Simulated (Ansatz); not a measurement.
**Is this SiMo5 structure a true minimum?**

The cell was found from a proposed guess, not taken from experiment.

Level of theory: DFT PBE, scalar-relativistic, plane waves, PAW (Ansatz). Plane waves to 420 eV, a k mesh through Γ of 12×12×6 on the computed 6-atom cell and Gaussian smearing (0.10 eV); no spin polarisation.

The cell below (6 atoms, space group P-3m1 (No. 164)) is relaxed within its symmetry.

```xyz
6
Lattice="4.4266 0.0000 0.0000 -2.2133 3.8336 0.0000 0.0000 0.0000 5.3659" Properties=species:S:1:pos:R:3 pbc="T T T"
Si    0.0000    0.0000    0.0000
Mo    2.2133    1.2779    4.4592
Mo    0.0000    2.5557    3.6031
Mo    0.0000    2.5557    0.9067
Mo    2.2133    1.2779    1.7629
Mo    0.0000    0.0000    2.6830
```

For the test a repeat of it with 12 atoms (edges 4.43, 5.37, 7.67 Å) was strained at random (σ = 1.5 % a component), the atoms were moved at random (σ = 0.05 Å), and all was relaxed again on a coarse 6×4×4 mesh (in the run’s order of axes) with 0.20 eV smearing, with no symmetry imposed.

Question: Does it come back?

Answer: It returns, within 1 meV/atom of the unmoved cell on that mesh and with the same symmetry when read at 0.1 Å. So it is stable against the distortions that fit this cell and that this random move excites. Modes that don't fit the cell aren't tested.
